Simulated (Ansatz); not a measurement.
Starting cell, InP (zinc blende):

```
CELL_PARAMETERS angstrom
      0.00000     5.95953     5.95953
      2.97977     2.97977     5.95953
      2.97977     2.97977     0.00000
ATOMIC_POSITIONS crystal
  P  0.00000 0.75000 0.75000
  P  0.50000 0.75000 0.75000
  In 0.00000 0.00000 0.00000
  In 0.50000 0.00000 0.00000
```

The atoms are displaced by Q × the pattern below (from a DFPT mode at X = (0.5, 0.5, 0.0), largest move 1; Q in Å), at fixed cell. (q is in reciprocal vectors of the primitive cell; the cell shown is doubled to hold the pattern.)

| atom | x | y | z |
|---|---|---|---|
| P1 | 0.000 | 0.000 | 1.000 |
| P2 | 0.000 | 0.000 | -1.000 |

Atoms not listed stay in place.

These are PBE (plane waves to 420 eV, PAW, scalar-relativistic; Ansatz, a first-principles code) values and carry that method's errors. k mesh 10×10×10 (Γ-centred), Fermi-Dirac smearing 0.05 eV. InP was relaxed with its symmetry unable to fall. 

```json
[
 {"Q (Å)": "-0.180", "−dE/dQ from forces (eV/Å)": "3.783"},
 {"Q (Å)": "-0.150", "−dE/dQ from forces (eV/Å)": "3.167"},
 {"Q (Å)": "-0.120", "−dE/dQ from forces (eV/Å)": "2.543"},
 {"Q (Å)": "-0.090", "−dE/dQ from forces (eV/Å)": "1.913"},
 {"Q (Å)": "-0.060", "−dE/dQ from forces (eV/Å)": "1.278"},
 {"Q (Å)": "-0.030", "−dE/dQ from forces (eV/Å)": "0.640"},
 {"Q (Å)": "0.000", "−dE/dQ from forces (eV/Å)": "0.000"},
 {"Q (Å)": "0.030", "−dE/dQ from forces (eV/Å)": "-0.640"},
 {"Q (Å)": "0.060", "−dE/dQ from forces (eV/Å)": "-1.278"},
 {"Q (Å)": "0.090", "−dE/dQ from forces (eV/Å)": "-1.913"},
 {"Q (Å)": "0.120", "−dE/dQ from forces (eV/Å)": "-2.543"},
 {"Q (Å)": "0.150", "−dE/dQ from forces (eV/Å)": "-3.167"},
 {"Q (Å)": "0.180", "−dE/dQ from forces (eV/Å)": "-3.783"}
]
```

Question: What harmonic wavenumber does the curvature at Q = 0 give?

Answer: 306 cm⁻¹. E″ = 21.33 eV/Å², M = Σ mᵢ|uᵢ|² = 61.9 u, ν̃ = 521.5·√(|E″|/M).

(A displaced cell: forces are minus the slopes of the energy, force constants its curvatures, and phonons follow from these.)
